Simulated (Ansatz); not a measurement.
Question: Bulk modulus by a P(V) fit from PBE minus that from r²SCAN (% of the latter), each on its own relaxed cell (Ansatz, a first-principles code, plane waves, PAW; no spin–orbit coupling, no Hubbard U), over 50 phases of the class «carbides, borides and silicides»: what sign and size do you expect?

Answer: Mean -6 %, median -6 %, mean absolute 6 %; eight in ten lie between -11 and -3 %, and 2 % are above zero.

Some cases that may be named, with their rank among the 50 from the lowest: Si2Ni, fluorite or antifluorite type -13 % (rank 2); SiGe, R-3m (Si on 6c, Ge on 6c) -12 % (rank 3); Si2Mo, MoSi2 or CaC2 type -6 % (rank 24); BPt, NiAs type -5 % (rank 27); ZrB2, P6/mmm (Zr on 1a, B on 2d) -2 % (rank 49); Y3Si5, P-62m (Y on 3f, Si on 2d, Si on 3g) 0 % (rank 50).

The phases are those computed here (of each formula those with measured values and the lowest at some level), not a balanced benchmark, and neither functional is the truth. Pairs that end in unlike spin orders or unlike minima (c/a over 6 % apart, 30 % for weakly bound crystals), magnets with 4f shells, solids of gases and phases set aside for tests are left out.

1 hold 4f electrons in the valence, where a lower state may exist. 1 relaxed far from the usual cell at some level.

Typed or built starts, not in the databases checked: SiGe, R-3m (Si on 6c, Ge on 6c); Y3Si5, P-62m (Y on 3f, Si on 2d, Si on 3g). Standing as an ambient phase not checked: BPt, NiAs type. Began spin-polarised and lost the moments: Si2Ni, fluorite or antifluorite type with PBE; Si2Ni, fluorite or antifluorite type with r²SCAN. All cells were relaxed under the symmetry of their starts (and spin orders); stability against distortions was not tested throughout. Named crystals with no word on spin ran without spin polarisation. Scalar-relativistic: spin–orbit coupling is off unless named, which matters more the heavier the elements.

Potentials: the later of the program's two PAW sets.

Ansatz is a plane-wave DFT program.
